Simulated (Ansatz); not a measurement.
All numbers below come from Ansatz, DFT PBE, scalar-relativistic, plane waves, PAW. All cells share a 420 eV cutoff and Γ-centred k meshes spaced at most about 0.3 Å⁻¹ (2π included). No spin polarisation in the final relaxations.

Temperature and zero-point effects are left out.

Compare these two cells of Cd2S, each relaxed at this level.

A.

```cif
data_structure
_symmetry_space_group_name_H-M 'Cm'
_symmetry_Int_Tables_number 8
_cell_length_a 7.0795
_cell_length_b 3.8602
_cell_length_c 5.9429
_cell_angle_alpha 90.000
_cell_angle_beta 96.732
_cell_angle_gamma 90.000
_cell_volume 161.29
loop_
_atom_site_label
_atom_site_type_symbol
_atom_site_symmetry_multiplicity
_atom_site_Wyckoff_symbol
_atom_site_fract_x
_atom_site_fract_y
_atom_site_fract_z
_atom_site_occupancy
Cd1 Cd 2 a 0.01511 0.50000 0.46374 1
Cd2 Cd 2 a 0.40812 0.00000 0.01261 1
S1 S 2 a 0.07673 0.00000 0.77366 1
```

B.

```cif
data_structure
_symmetry_space_group_name_H-M 'P3m1'
_symmetry_Int_Tables_number 156
_cell_length_a 3.9613
_cell_length_b 3.9613
_cell_length_c 5.8074
_cell_angle_alpha 90.000
_cell_angle_beta 90.000
_cell_angle_gamma 120.000
_cell_volume 78.92
loop_
_atom_site_label
_atom_site_type_symbol
_atom_site_symmetry_multiplicity
_atom_site_Wyckoff_symbol
_atom_site_fract_x
_atom_site_fract_y
_atom_site_fract_z
_atom_site_occupancy
Cd1 Cd 1 c 0.66667 0.33333 0.57713 1
Cd2 Cd 1 b 0.33333 0.66667 0.93376 1
S1 S 1 b 0.33333 0.66667 0.36627 1
```

**Question.** Which form is favoured at zero pressure, and by what margin per atom?

**Answer.** A is lower, by 72 meV/atom. A has space group Cm (No. 8), 26.9 Å³/atom and a gap of 0.26 eV on its mesh; B has space group P3m1 (No. 156), 26.3 Å³/atom and a gap of 0.12 eV. Counting S atoms around Cd (those within 1.25 times the shortest such distance or 1.15 times the sum of covalent radii; a slash parts the counts of unlike sites), A has Cd 2/3 and B has Cd 1/3. In A, Cd on its first site has 2 S at 2.67 Å and 1 Cd at 2.70 Å; Cd on its second site is surrounded by 3 S at 2.60–2.75 Å and 1 Cd at 2.70 Å; S has 5 Cd at 2.60–2.75 Å. In B, Cd on its first site has 3 S at 2.59 Å and 3 Cd at 3.09 Å; around Cd on its second site lie 1 S at 2.51 Å and 3 Cd at 3.09 Å; S is surrounded by 4 Cd at 2.51–2.59 Å. Origin: A was invented; B is a Materials Project cell, relaxed.

Kohn–Sham gaps at this level usually fall short of measured ones.
